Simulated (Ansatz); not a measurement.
Rb3InF6:
```yaml
crystal:
  lattice:
    - [0.00000, 4.67953, 4.67953]
    - [4.67953, 0.00000, 4.67953]
    - [4.67953, 4.67953, 0.00000]
  atoms:
    - { symbol: Rb, position: [0.75000, 0.75000, 0.75000] }
    - { symbol: Rb, position: [0.25000, 0.25000, 0.25000] }
    - { symbol: Rb, position: [0.50000, 0.50000, 0.50000] }
    - { symbol: In, position: [0.00000, 0.00000, 0.00000] }
    - { symbol: F, position: [0.77872, 0.22128, 0.22128] }
    - { symbol: F, position: [0.22128, 0.77872, 0.77872] }
    - { symbol: F, position: [0.22128, 0.77872, 0.22128] }
    - { symbol: F, position: [0.77872, 0.22128, 0.77872] }
    - { symbol: F, position: [0.22128, 0.22128, 0.77872] }
    - { symbol: F, position: [0.77872, 0.77872, 0.22128] }
```

Relaxed with r²SCAN.

Question: Map the electron localisation function on the plane through (0.500, 0.500, 0.500) spanned by u = [1, 0, 0] and v = [0, 1, -1] in lattice vectors, from DFT-r²SCAN in the program Ansatz with PAW potentials.

Answer: x is the fraction of u, y of v (the angle between them is 90°; rows are the nearest grid lines); atoms in the plane: Rb at (0.00, 0.00), In at (0.50, 0.50), F at (0.72, 0.28), F at (0.28, 0.72), F at (0.72, 0.72), F at (0.28, 0.28).
```
|  *@@@#:                  :#@@@*  |
| :#@@@*.                  .*@@@#: |
|@@@@%+.  .:::.      .:::.  .+%@@@@|
|@@@%+.  :+++=-.    .-=+++:  .+%@@@|
|#*-. .=%%@@@%*-.  .-*%@@@%%=. .-*#|
|:.   =%@@@@@%#+.  .+#%@@@@@%=   .:|
|   .+%@@#=+%@%+.  .+%@%+=#@@%+.   |
|   :+%@@#+*%@#=.  .=#@%*+#@@%+:   |
|   :+#@@%%%%%+......+%%%%%@@#+:   |
|   .-+*#%%#+:..::::..:+#%%#*+-.   |
|    .:-+++=...:.  .:...=+++-:.    |
|           .::      ::.           |
|           .::      ::.           |
|    .:-+++=...:.  .:...=+++-:.    |
|   .-+*#%%#+:..::::..:+#%%#*+-.   |
|   :+#@@%%%%%+......+%%%%%@@#+:   |
|   :+%@@#+*%@#=.  .=#@%*+#@@%+:   |
|   .+%@@#=+%@%+.  .+%@%+=#@@%+.   |
|:.   =%@@@@@%#+.  .+#%@@@@@%=   .:|
|#*-. .=%%@@@%*-.  .-*%@@@%%=. .-*#|
|@@@%+.  :+++=-.    .-=+++:  .+%@@@|
|@@@@%+.  .:::.      .:::.  .+%@@@@|
| :#@@@*.                  .*@@@#: |
|  *@@@#:                  :#@@@*  |
```
Scale: ten equal steps from 0.000 (start of ' ') to 0.879 (end of '@'), in the order ' .:-=+*#%@'; x runs from 0.000 to 1.00, y from 0.000 (bottom) to 1.00 (top).

The density is the valence pseudo-density with augmentation charge, so density and ELF within about 1 Å of a nucleus are not all-electron values.

Space group Fm-3m. The workflow started from a Materials Project entry (that database holds measured and hypothetical structures alike); the Crystallography Open Database copy checked does not list it. Whether it is the stable phase at ambient conditions was not checked. The r²SCAN relaxation kept the symmetry of its start; whether a distortion lowers the energy is not shown.

Potentials: the later of the program's two PAW sets.
